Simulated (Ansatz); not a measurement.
The start is a randomly generated symmetric cell of SnO (space group No. 123). The cell and all atomic positions are relaxed at zero pressure with r2SCAN (plane waves to 500 eV, PAW, scalar-relativistic; Ansatz, a quantum-chemistry and plane-wave program). The first steps use a coarse 4×4×11 k-mesh.

Initial structure:
```
CELL_PARAMETERS angstrom
      6.02973     0.00000     0.00000
      0.00000     6.02973     0.00000
      0.00000     0.00000     2.08912
ATOMIC_POSITIONS crystal
  O  0.50000 0.00000 0.50000
  O  0.00000 0.50000 0.50000
  Sn 0.00000 0.00000 0.00000
  Sn 0.50000 0.50000 0.50000
```

**Question.** How much energy is released per atom?

**Answer.** 3.42 eV/atom.

**Question.** How does the volume change?

**Answer.** -18.5 %, from 18.99 to 15.47 Å³/atom.

**Question.** How do the shortest distances between atoms change?

**Answer.** The closest pairs of elements (up to four, under 3.6 Å), start → end: O–O 2.09 → 3.11 Å; Sn–Sn 2.09 → 3.20 Å; O–Sn 3.01 → 2.20 Å.

**Question.** Is the relaxed structure metallic? Give its gap.

**Answer.** No gap (metallic).

**Question.** Give the final cell and atomic positions.

**Answer.** 
```cif
data_O2Sn2
_chemical_formula_sum 'O2 Sn2'
_space_group_name_H-M_alt 'P4/mmm'
_space_group_IT_number 123
_space_group_name_Hall '-P 4 2'
_cell_length_a 4.39389
_cell_length_b 4.39389
_cell_length_c 3.20458
_cell_angle_alpha 90.000
_cell_angle_beta 90.000
_cell_angle_gamma 90.000
loop_
_atom_site_label
_atom_site_type_symbol
_atom_site_symmetry_multiplicity
_atom_site_Wyckoff_symbol
_atom_site_fract_x
_atom_site_fract_y
_atom_site_fract_z
_atom_site_occupancy
O1 O 2 e 0.00000 0.50000 0.50000 1
Sn1 Sn 1 a 0.00000 0.00000 0.00000 1
Sn2 Sn 1 d 0.50000 0.50000 0.50000 1
```

The space group stays P4/mmm (No. 123) (the run could not lower it), with 4 atoms in the primitive cell. Final values are on a 8×8×10 k-mesh of the relaxed cell. No spin polarisation in the result.

The run could not lose the symmetry of its start.

All atoms sit on sites fixed by symmetry, so only the cell could relax.

The first start was generated by a random draw of sites in a space group. Materials Project lists a structure of SnO in the same space group, P4/mmm (No. 123); the sites were not compared with it, nor with measured phases. Known forms of SnO include space group No. 129.
